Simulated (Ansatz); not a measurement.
The start is a generated cell, Ge built in the trigonal-Te structure type. Cell shape, volume and atoms are optimised at zero target pressure with r2SCAN (plane waves to 500 eV, PAW, scalar-relativistic; Ansatz, an electronic-structure program). First-step values are on the input's coarse k-mesh.

Ansatz input (later rounds restart from its end on a renewed k-mesh):
Ansatz 0.2 input:
```yaml
crystal:
  lattice:
    - [3.772932, 0, 0]
    - [-1.886466, 3.267455, 0]
    - [0, 0, 5.01336]
  atoms:
    - { symbol: Ge, position: [0.2636, 0, 0.33333333] }
    - { symbol: Ge, position: [0, 0.2636, 0.66666667] }
    - { symbol: Ge, position: [0.7364, 0.7364, 0] }
basis: { ecutwfc: 500, ecutrho_ratio: 4, xc_grid: 4, fft_grid_basis: typed }
kpoints: { mp_grid: { grid: [7, 7, 5] } }
hamiltonian:
  xc: r2scan
  dispersion: none
  pseudopotentials: { azcp: { folder: ./paw }, kind: paw }
scf: { occupations: { method: fermi_dirac, width: 0.05 } }
relax: { f_tol: 0.01, max_steps: 100, cell: { stress_tol: 0.02 } }
output: { forces: true, stress: true }
```

Q: Which atoms feel the largest initial force, and how large is it?

A: About 1.7 eV/Å, on Ge1, Ge2, Ge3 (atoms numbered as listed).

Q: How does the volume per atom move from start to end?

A: -6.5 %, from 20.60 to 19.27 Å³/atom.

Q: Give the final cell and atomic positions.

A: 
```cif
data_Ge
_chemical_formula_sum 'Ge1'
_space_group_name_H-M_alt 'Pm-3m'
_space_group_IT_number 221
_space_group_name_Hall '-P 4 2 3'
_cell_length_a 2.68104
_cell_length_b 2.68104
_cell_length_c 2.68104
_cell_angle_alpha 90.000
_cell_angle_beta 90.000
_cell_angle_gamma 90.000
loop_
_atom_site_label
_atom_site_type_symbol
_atom_site_symmetry_multiplicity
_atom_site_Wyckoff_symbol
_atom_site_fract_x
_atom_site_fract_y
_atom_site_fract_z
_atom_site_occupancy
Ge1 Ge 1 b 0.50000 0.50000 0.50000 1
```

Final values are on a 17×17×17 k-mesh of the relaxed cell. No spin polarisation in the result.

The run could not lose the symmetry of its start, so the end can be a saddle point.

The relaxed structure here is a generated cell of Ge: the first start was made by placing the elements on the sites of a structure type, and the end was not matched to a known phase here, so it may be hypothetical. Known forms of Ge include space group No. 227.
